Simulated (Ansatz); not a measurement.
Ti₂O₃:
Space group R-3c, hexagonal axes (No. 167); a = b = 5.0961 Å, c = 13.7569 Å, α = β = 90.00°, γ = 120.00°

```tsv
atom	site	symmetry	x	y	z
Ti	12c	3.	0.0000	0.0000	0.1560
O	18e	.2	0.3145	0.3145	0.7500
```
(The calculation used a cell of 10 atoms; values per cell refer to that cell.)

Relaxed at zero pressure with DFT-r²SCAN in the program Ansatz with PAW potentials.

Q: The volume is lowered by 6 % and shape and atoms relax at that volume. What pressure results, and how do the axes share the change?

A: 16.5 GPa; a -2.0 %, b -2.0 %, c -2.2 %; the energy rises by 30 meV/atom.

Q: Give the new structure.

A: 
Space group R-3c, hexagonal axes (No. 167); a = 4.997 Å, b = 4.997 Å, c = 13.452 Å, α = 90.00°, β = 90.00°, γ = 120.00°

```json
[
 {"atom": "Ti", "site": "12c", "symmetry": "3.", "x": "0.0000", "y": "0.0000", "z": "0.1554"},
 {"atom": "O", "site": "18e", "symmetry": ".2", "x": "0.3169", "y": "0.3169", "z": "0.2500"}
]
```

The phase is kept; no other phase was compared at this pressure.

The first step of the workflow began from a Materials Project structure, measured or hypothetical; the Crystallography Open Database files this formula in space group No. 167, but the cells were not matched. Its standing as an ambient phase is unchecked. The r²SCAN relaxation kept the symmetry of its start; of distortions, only those at the zone centre were tested. No spin polarisation was allowed.

Potentials: the later of the program's two PAW sets.
